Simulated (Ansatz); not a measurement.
Values for one crystal, relaxed and computed with r²SCAN in the plane-wave PAW code Ansatz; other levels are named.

| Property | Value |
|---|---|
| Volume per atom | 14.49 Å³ |
| Electronic character | metallic (no gap) |
| Formation energy from the elements (no fitted shifts) | -534 meV/atom |
| Density of states at the Fermi level | 0.20 states/eV per atom (mean over ±0.08 eV) |

Q: Which of these materials gives this?
A. CeCo2Ge2, I4/mmm (Ce on 2a, Co on 4d, Ge on 4e)
B. EuZn2Si2, I4/mmm (Eu on 2a, Zn on 4d, Si on 4e)
C. ScCu2Si2, I4/mmm (Sc on 2a, Si on 4e, Cu on 4d)
D. TiSi, rock salt

A: C, ScCu2Si2, I4/mmm (Sc on 2a, Si on 4e, Cu on 4d)

The workflow started from a Materials Project entry (that database holds measured and hypothetical structures alike); the Crystallography Open Database copy checked does not list it. Its standing as an ambient phase is unchecked. The r²SCAN relaxation kept the symmetry of its start; whether a distortion lowers the energy is not shown. No spin polarisation was allowed. The references are the lowest solids computed at this level, not always the standard phases.

Potentials: the later of the program's two PAW sets.
